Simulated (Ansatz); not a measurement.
Given:

GaAs:
```cif
data_As2Ga2
_chemical_formula_sum 'Ga2 As2'
_space_group_name_H-M_alt 'P63/mmc'
_space_group_IT_number 194
_space_group_name_Hall '-P 6c 2c'
_cell_length_a 3.70560
_cell_length_b 3.70560
_cell_length_c 6.33898
_cell_angle_alpha 90.000
_cell_angle_beta 90.000
_cell_angle_gamma 120.000
loop_
_atom_site_label
_atom_site_type_symbol
_atom_site_symmetry_multiplicity
_atom_site_Wyckoff_symbol
_atom_site_fract_x
_atom_site_fract_y
_atom_site_fract_z
_atom_site_occupancy
Ga1 Ga 2 a 0.00000 0.00000 0.00000 1
As1 As 2 c 0.33333 0.66667 0.25000 1
```

This is the PBEsol-relaxed structure.

**Question.** All from PBEsol (plane waves, PAW; program Ansatz), unless another level is named. Give the electronic character.

**Answer.** metallic (no gap).

**Question.** Next, the density of states at the Fermi level?

**Answer.** 0.39 states/eV per atom (mean over ±0.08 eV).

**Question.** Give the formation energy from the elements (no fitted shifts).

**Answer.** -0.019 eV/atom.

Space group P6_3/mmc (NiAs type). The start of the workflow was typed in or built on a structure type; neither database checked (COD, Materials Project) lists it. It is not the phase usual at ambient conditions (space group No. 216). The cell was relaxed with PBEsol under the symmetry of its start; of distortions, only those at the zone centre were tested. The references are the lowest solids computed at this level, not always the standard phases. Spin–orbit coupling is left out wherever it is not named.

Potentials: the later of the program's two PAW sets.
